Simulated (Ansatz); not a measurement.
All numbers below come from Ansatz 0.2.0, DFT r2SCAN, scalar-relativistic, plane waves, PAW.

Structure of BaTiO3:

```xyz
5
Lattice="3.9722 0.0000 0.0000 0.0000 3.9722 0.0000 0.0000 0.0000 4.1128" Properties=species:S:1:pos:R:3 pbc="T T T"
Ba    0.0000    0.0000   -0.0181
Ti    1.9861    1.9861    1.9638
O     1.9861    1.9861    0.1423
O     1.9861    0.0000    2.1290
O     0.0000    1.9861    2.1290
```

Settings: cutoff 500 eV, Γ-centred mesh 8×8×8 on the computed 5-atom cell, Gaussian smearing of 0.02 eV; no spin polarisation.

Levels along Γ–X–M–Γ–Z–R–A–Z | X–R | M–A, in eV from a zero inside the gap, sorted by energy at each point. Points in fractions of the primitive reciprocal vectors: Γ (0.000 0.000 0.000), X (0.000 0.500 0.000), M (0.500 0.500 0.000), Z (0.000 0.000 0.500), R (0.000 0.500 0.500), A (0.500 0.500 0.500).
```
point k (1/Å, with 2π) band 17  band 18  band 19  band 20  band 21  band 22  band 23
    Γ             0.000    -2.45    -1.81    -1.59    -1.59     1.11     1.60     1.60
    -             0.395    -2.72    -2.43    -2.08    -1.95     1.62     2.04     2.07
    X             0.791    -3.05    -2.81    -2.49    -2.29     1.68     2.78     2.87
    -             1.186    -3.00    -2.65    -2.30    -1.62     2.10     2.88     2.96
    M             1.582    -3.10    -2.21    -2.21    -1.15     2.91     2.91     3.29
    -             2.141    -3.28    -2.35    -2.15    -1.65     1.95     2.22     2.42
    Γ             2.700    -2.45    -1.81    -1.59    -1.59     1.11     1.60     1.60
    -             3.082    -2.80    -2.55    -1.71    -1.71     1.17     2.21     2.21
    Z             3.464    -3.11    -3.10    -1.84    -1.84     1.22     2.79     2.79
    -             3.860    -2.64    -2.45    -2.27    -1.89     2.08     2.80     2.82
    R             4.255    -2.95    -2.19    -2.12    -1.50     2.82     2.83     3.16
    -             4.650    -3.71    -1.89    -1.66    -1.48     3.02     3.11     3.28
    A             5.046    -3.66    -1.46    -1.46    -1.11     3.39     3.39     3.47
    -             5.605    -3.37    -1.99    -1.97    -1.87     2.57     2.90     2.96
    Z             6.164    -3.11    -3.10    -1.84    -1.84     1.22     2.79     2.79
    X             6.164    -3.05    -2.81    -2.49    -2.29     1.68     2.78     2.87
    -             6.546    -2.75    -2.62    -2.47    -1.89     2.25     2.81     2.96
    R             6.928    -2.95    -2.19    -2.12    -1.50     2.82     2.83     3.16
    M             6.928    -3.10    -2.21    -2.21    -1.15     2.91     2.91     3.29
    -             7.310    -3.78    -1.92    -1.92    -1.13     3.14     3.14     3.37
    A             7.692    -3.66    -1.46    -1.46    -1.11     3.39     3.39     3.47
```

Spin-orbit coupling is left out, which matters for the bands of heavy elements.